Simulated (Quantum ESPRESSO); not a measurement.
**Band energies of NaScTl₂F₆**

```
NaScTl2F6
1.0
    0.00000     4.37572     4.37572
    4.37572     0.00000     4.37572
    4.37572     4.37572     0.00000
F Na Sc Tl
6 1 1 2
Direct
  0.76686   0.23314   0.23314
  0.23314   0.76686   0.76686
  0.23314   0.76686   0.23314
  0.76686   0.23314   0.76686
  0.23314   0.23314   0.76686
  0.76686   0.76686   0.23314
  0.50000   0.50000   0.50000
  0.00000   0.00000   0.00000
  0.25000   0.25000   0.25000
  0.75000   0.75000   0.75000
```

LDA (pw.x of Quantum ESPRESSO, ONCV potentials, no spin-orbit coupling); path ΓXWKΓLUWLK,UX; energies in eV from the valence-band maximum.

```
k (1/Å)  point  band 40  band 41  band 42  band 43  band 44  band 45  band 46  band 47
-------  -----  -------  -------  -------  -------  -------  -------  -------  -------
0.00         Γ    -1.24    -1.24    -0.92    -0.92    -0.92     6.05     6.05     6.05
0.48              -1.16    -1.16    -0.90    -0.53    -0.38     5.07     5.80     5.80
0.72         X    -1.23    -1.23    -0.90    -0.25     0.00     4.37     5.59     5.59
0.72         W    -1.30    -1.05    -1.05    -0.11    -0.11     4.90     4.98     5.97
0.97         K    -1.23    -1.17    -0.97    -0.20    -0.07     4.68     5.46     5.79
1.16              -1.13    -1.06    -1.06    -0.32    -0.29     5.22     5.59     5.94
1.54              -1.24    -1.10    -0.96    -0.94    -0.93     6.03     6.04     6.06
1.73         Γ    -1.24    -1.24    -0.92    -0.92    -0.92     6.05     6.05     6.05
1.89              -1.25    -1.15    -0.94    -0.94    -0.93     6.03     6.05     6.05
2.20              -1.06    -1.06    -1.02    -0.71    -0.41     5.58     5.95     6.08
2.36         L    -1.10    -1.10    -1.05    -0.58    -0.24     5.48     5.76     6.09
2.57              -1.15    -1.10    -1.04    -0.38    -0.19     5.24     5.52     6.03
2.79         U    -1.23    -1.17    -0.97    -0.20    -0.07     4.68     5.46     5.79
2.79         W    -1.30    -1.05    -1.05    -0.11    -0.11     4.90     4.98     5.97
3.05              -1.17    -1.07    -1.05    -0.33    -0.18     5.25     5.34     5.99
3.30         L    -1.10    -1.10    -1.05    -0.58    -0.24     5.48     5.76     6.09
3.52              -1.15    -1.10    -1.04    -0.38    -0.19     5.24     5.52     6.03
3.74         K    -1.23    -1.17    -0.97    -0.20    -0.07     4.68     5.46     5.79
3.74         U    -1.23    -1.17    -0.97    -0.20    -0.07     4.68     5.46     5.79
4.00         X    -1.23    -1.23    -0.90    -0.25     0.00     4.37     5.59     5.59
```

The LDA gap is direct, 4.37 eV at X.

Spin-orbit coupling is left out; with 6p states at a band edge it can lower the gap by many tenths of an eV, most of a small gap.

Geometry of the Materials Project entry, not relaxed at this level.

The structure is a Materials Project entry; no match was found in the copy of COD used, and its stability was not checked.
